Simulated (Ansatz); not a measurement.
# Find the missing element

Cell vectors (Å):

```
 2.1459  1.2390  3.6507
-2.1459  1.2390  3.6507
 0.0000 -2.4779  3.6507
```

```
atom       a       b       c
   X  0.2363  0.2363  0.2363
   X  0.7637  0.7637  0.7637
```

Level of theory: LDA, PAW on Ansatz 0.2.0's default frozen-core files (fitted under PBE), scalar-relativistic. k mesh 14×14×14, strains of ±0.005, Fermi-Dirac smearing of 0.080 eV.

Elastic constants of a crystal by Kohn-Sham DFT: slopes of the stress over finite engineering strains of the given cell, Voigt indices, Cartesian axes as in the cell vectors.

```
index  elastic (GPa)
   11          103.5
   12           28.9
   13           30.4
   14          -24.9
   33           56.6
   44           43.8
```

Problem. All X atoms are one element. Which one was computed?

Solution. Sb; the crystal is Sb (R-3m).

Known limits: frozen-core PAW files fitted under PBE, their cores solved anew for the functional of the run; responses of metals move with mesh and smearing; elastic stability says nothing of phonons or of other phases.
